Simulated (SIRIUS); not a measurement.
Consider a self-consistent single point of TiN (C2/m, 2 atoms in the cell; from Materials Project mp-492, changed as shown).

```xyz
2
Lattice="0.0000 2.1206 2.1206 2.1206 0.0000 2.1206 2.1418 2.1418 0.0000" Properties=species:S:1:pos:R:3 pbc="T T T"
Ti     0.0000     0.0000     0.0000
N      2.1312     2.1312     2.1206
```

All values come from this method and carry its errors: PBE, PseudoDojo 0.5 standard norm-conserving PBE (tails mended) pseudopotentials (plane waves; SIRIUS).

SIRIUS settings:

- parameters.ngridk = 12 12 12
- parameters.xc_functionals = [XC_GGA_X_PBE, XC_GGA_C_PBE]
- parameters.gk_cutoff = 9.165 1/bohr
- parameters.pw_cutoff = 18.331 1/bohr
- parameters.smearing = cold
- parameters.smearing_width = 0.00999582 Ha
- potentials = PseudoDojo 0.5 standard norm-conserving PBE (tails mended) pseudopotentials
- parameters.electronic_structure_method = pseudopotential
- parameters.num_bands = 13
- parameters.num_mag_dims = 0
- parameters.num_dft_iter = 100
- parameters.energy_tol = 1e-07 Ha
- parameters.density_tol = 1e-06
- mixer.type = anderson
- mixer.beta = 0.3
- mixer.use_hartree = true

Results:

* **Number of valence electrons**: 17
* **Number of bands**: 13
* **Number of k-points after the program's reduction**: 476
* **Number of plane waves (most at a k-point)**: 1713
* **Number of SCF iterations**: 14
* **FFT grid**: 36 × 36 × 36
* **Free energy E − TS**: -1900.9114 eV
* **Fermi level (on the code's own zero)**: 16.96 eV
* **Pressure**: -1.65 GPa

Stress (GPa, positive for compression):
```
-2.38  -1.63   0.82
-1.63  -2.38   0.82
 0.82   0.82  -0.19
```

For comparison: a first run was changed to give this one (lattice vector c scaled by 1.01), and from it to this one the free energy rises by 1.1 meV/atom and the pressure goes from 1.08 to -1.65 GPa.

The structure comes from a collection of computed structures, made at another level of theory; the collection holds predicted forms beside known ones.

Cost on one core: roughly 5 core-minutes.

“Tails mended”: in these copies of the files the far tail of each local potential was reset to the Coulomb form.
